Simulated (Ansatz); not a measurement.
Method: Ansatz, DFT PBE, scalar-relativistic, plane waves, PAW, and for the lanthanide a 4f-in-core norm-conserving potential. All cells share a 690 eV cutoff and Γ-centred k meshes spaced about 0.3 Å⁻¹ or finer (0.25 for metals, 2π included). No spin polarisation.

All energies are static (0 K, no zero-point motion).

Compare these two cells of Li4TmGe, each relaxed at this level.

A.

```yaml
crystal:
  lattice:
    - [2.07341, -6.89391, 0.00000]
    - [2.07341, 6.89391, 0.00000]
    - [0.00000, 0.00000, 4.13207]
  atoms:
    - { symbol: Li, position: [0.33478, 0.66522, 0.00000] }
    - { symbol: Li, position: [0.82859, 0.17141, 0.50000] }
    - { symbol: Li, position: [0.17141, 0.82859, 0.50000] }
    - { symbol: Li, position: [0.66522, 0.33478, 0.00000] }
    - { symbol: Tm, position: [0.50000, 0.50000, 0.50000] }
    - { symbol: Ge, position: [0.00000, 0.00000, 0.00000] }
```

B.

```yaml
crystal:
  lattice:
    - [2.91918, -2.88197, 0.00000]
    - [2.91918, 2.88197, 0.00000]
    - [-1.95071, 0.00000, 7.24058]
  atoms:
    - { symbol: Li, position: [0.40746, 0.93387, 0.17327] }
    - { symbol: Li, position: [0.06613, 0.59254, 0.82673] }
    - { symbol: Li, position: [0.59254, 0.06613, 0.82673] }
    - { symbol: Li, position: [0.93387, 0.40746, 0.17327] }
    - { symbol: Tm, position: [0.00000, 0.00000, 0.50000] }
    - { symbol: Ge, position: [0.50000, 0.50000, 0.50000] }
```

Question: Which is lower in energy, and by how much?

Answer: A is lower, by 23 meV/atom. A has space group Cmmm (No. 65), 19.7 Å³/atom and no gap on its mesh; B has space group C2/m (No. 12), 20.3 Å³/atom and no gap. Counting Li or Tm atoms around Ge (for each partner element, those within 1.25 times its shortest distance or 1.15 times the sum of covalent radii, where it is the nearest in units of that sum or under 1.3; a plus sign parts groups by distance over the sum of covalent radii), A and B both have Ge 4+8. The denser one is the lower, and pressure would at first widen the difference. Both come from trial cells of a structure search.

The k mesh leaves some 4 meV/atom of noise in the energy of each metallic cell. A has imaginary phonons (to 80i cm⁻¹), so it is a saddle point at this level. A kick in its own cell came back all the same. Other cells relaxed within their symmetry can be saddle points.

The lanthanide is trivalent by construction, without f bands, f moments or other valences.
